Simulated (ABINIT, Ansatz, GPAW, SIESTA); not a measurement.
**CrN2: 4 runs at one level of theory**

```
CELL_PARAMETERS angstrom
3.90179 0.00000 0.00000
0.00000 4.80951 0.00000
0.00000 0.00000 2.78417
ATOMIC_POSITIONS crystal
Cr 0.00000 0.00000 0.00000
Cr 0.50000 0.50000 0.50000
N 0.86617 0.58878 0.00000
N 0.13383 0.41123 0.00000
N 0.36617 0.91122 0.50000
N 0.63383 0.08878 0.50000
```

The cell comes from a database or a generator and needn't be the stable form of this composition.

Alike in all runs: task single point; functional PBEsol; k mesh 7 × 6 × 10; occupations fermi-dirac, width 0.05 eV; collinear spin, ferromagnetic start; no spin-orbit coupling. Pressure is positive in compression and, in plane waves, holds the error of the finite cutoff, which Ansatz's Pulay term estimates and takes out.

```csv
program and potentials,plane-wave cutoff (eV),notes,pressure (GPa),net moment per atom (μB),largest force (eV/Å)
"Ansatz, Ansatz PAW",420,"potentials made for PBE, which Ansatz adapts in part; 8 valence electrons an atom on average; Pulay term of +0.78 GPa included",-10.05,0.71,0.064
"GPAW, PAW data sets generated for this functional",800,5.33 valence electrons an atom on average,-8.27,0.71,0.318
"SIESTA, files PseudoDojo sr-pbesol-0.4.1-standard, DZP (energy shift 0.003 Ry; two zetas on semicore shells)",-,atomic basis; 8 valence electrons an atom on average,-6.59,0.71,0.893
"ABINIT, JTH PAW PBE v2.0",707,potentials made for PBE; 8 valence electrons an atom on average,-9.75,0.71,0.080
```

Force on atom 3 (N), eV/Å:

```tsv
program and potentials	x	y	z
Ansatz, Ansatz PAW	-0.053	-0.037	0.000
GPAW, PAW data sets generated for this functional	0.240	-0.209	0.000
SIESTA, files PseudoDojo sr-pbesol-0.4.1-standard, DZP (energy shift 0.003 Ry; two zetas on semicore shells)	-0.686	0.572	0.000
ABINIT, JTH PAW PBE v2.0	0.009	-0.080	0.000
```

The pressure spans -10.05 (Ansatz, Ansatz PAW) to -6.59 GPa (SIESTA, files PseudoDojo sr-pbesol-0.4.1-standard, DZP (energy shift 0.003 Ry; two zetas on semicore shells)). All agree on the net moment per atom. The state is the one that the start led to, which needn't be the lowest. Rows in atomic bases carry the error of their basis and grid, which can be large.

The functional is the same throughout but for its coding, so the spread measures potentials, basis and numerics; runs on potential files found faulty are left out.
